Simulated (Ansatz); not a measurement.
Given:

Ge:
```xyz
8
Lattice="4.9444 2.8546 1.9696 -4.9444 2.8546 1.9696 0.0000 -5.7093 1.9696" Properties=species:S:1:pos:R:3 pbc="T T T"
Ge     0.0000     0.0000     4.2117
Ge     0.0000     0.0000     1.6970
Ge    -3.4417    -0.8804     2.4847
Ge     3.4417     0.8804     3.4240
Ge     2.4833    -2.5404     2.4847
Ge    -2.4833     2.5404     3.4240
Ge     0.9584     3.4208     2.4847
Ge    -0.9584    -3.4208     3.4240
```

This is the r²SCAN-relaxed structure.

Problem. All from plane-wave PAW r²SCAN (Ansatz code), unless another level is named. Predict the electronic character.

Solution. metallic (no gap).

Problem. Predict the density of states at the Fermi level.

Solution. 0.05 states/eV per atom (mean over ±0.08 eV).

Problem. And the gap with spin–orbit coupling?

Solution. none (metallic).

Space group R-3. The first step of the workflow began from a Materials Project structure, measured or hypothetical; the Crystallography Open Database copy checked does not list it. It is not the phase usual at ambient conditions (space group No. 227). Symmetry was held in the r²SCAN relaxation; of distortions, only those at the zone centre were tested. Scalar-relativistic: spin–orbit coupling is off unless named, which matters more the heavier the elements.

Potentials: the earlier of the program's two PAW sets.
